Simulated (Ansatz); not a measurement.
HgO:
```
CELL_PARAMETERS angstrom
      3.52143     0.00000     0.00000
     -1.76071     3.04965     0.00000
      0.00000     0.00000     8.61737
ATOMIC_POSITIONS crystal
  Hg 0.24604 0.24604 0.50000
  Hg 0.75396 0.00000 0.83333
  Hg 0.00000 0.75396 0.16667
  O  0.53477 0.53477 0.00000
  O  0.46523 0.00000 0.33333
  O  0.00000 0.46523 0.66667
```

Cartesian axes are those of the cell as given.

Q: Give the high-frequency dielectric tensor and the Born effective charge tensors of the independent atoms from DFPT, the program Ansatz at the LDA level (PAW).

A: 
ε∞:
```
6.01  0.00  0.00
0.00  6.01  0.00
0.00  0.00  7.21
```
Z* of atom 1 (Hg), rows: field, columns: displacement, in e:
```
 1.95  -0.36  -0.14
-0.36   1.54   0.08
-0.65   0.38   2.46
```
Z* of atom 4 (O), rows: field, columns: displacement, in e:
```
-1.78   0.07  -0.14
 0.07  -1.71   0.08
-0.24   0.14  -2.46
```

Space group P3_121. The first step of the workflow began from a Materials Project structure, measured or hypothetical; the Crystallography Open Database copy checked does not list it. COD files the formula under space group No. 44, 62. Its standing as an ambient phase is unchecked. Symmetry was held in the LDA relaxation; whether a distortion lowers the energy is not shown. A crystal of weakly bound chains computed without a dispersion correction: the cell and the soft elastic constants depend strongly on that. Spin–orbit coupling is left out wherever it is not named.

Potentials: the later of the program's two PAW sets.
